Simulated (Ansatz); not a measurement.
YSe:
```xyz
2
Lattice="0.0000 2.8445 2.8445 2.8445 0.0000 2.8445 2.8445 2.8445 0.0000" Properties=species:S:1:pos:R:3 pbc="T T T"
Se     0.0000     0.0000     0.0000
Y      2.8445     2.8445     2.8445
```

Relaxed with PBEsol. Special points in fractions of this cell's reciprocal vectors: Γ (0.000, 0.000, 0.000); X (0.500, 0.000, 0.500); U (0.625, 0.250, 0.625); K (0.375, 0.375, 0.750); L (0.500, 0.500, 0.500); W (0.500, 0.250, 0.750).

**Question.** List the band energies nearest the Fermi level at these points for plane-wave PAW PBEsol with spin–orbit coupling (Ansatz code).

**Answer.** In eV from the Fermi level; about four levels below and three above (degenerate sets whole), none deeper than 8.9 eV; points with the same levels are listed once.

```csv
k,below,above
Γ,-0.25 -0.25 -0.25 -0.25 -0.20 -0.20,0.58 0.58 0.58 0.58
X,-3.71 -3.71 -2.23 -2.23,1.72 1.72 2.59 2.59
U,-4.42 -4.42 -0.56 -0.56,2.67 2.67 2.77 2.77
L,-5.01 -5.01 -4.83 -4.83,1.73 1.73 2.34 2.34
W,-5.05 -5.05 -5.03 -5.03,0.81 0.81 0.89 0.89
```

Space group Fm-3m (rock salt). The workflow started from an entry of the Crystallography Open Database (COD). Whether it is the stable phase at ambient conditions was not checked. The PBEsol relaxation kept the symmetry of its start; of distortions, only those at the zone centre were tested. No spin polarisation was allowed. With an odd number of electrons in the cell and no spin polarisation, the count alone makes it a metal.

Potentials: the later of the program's two PAW sets.
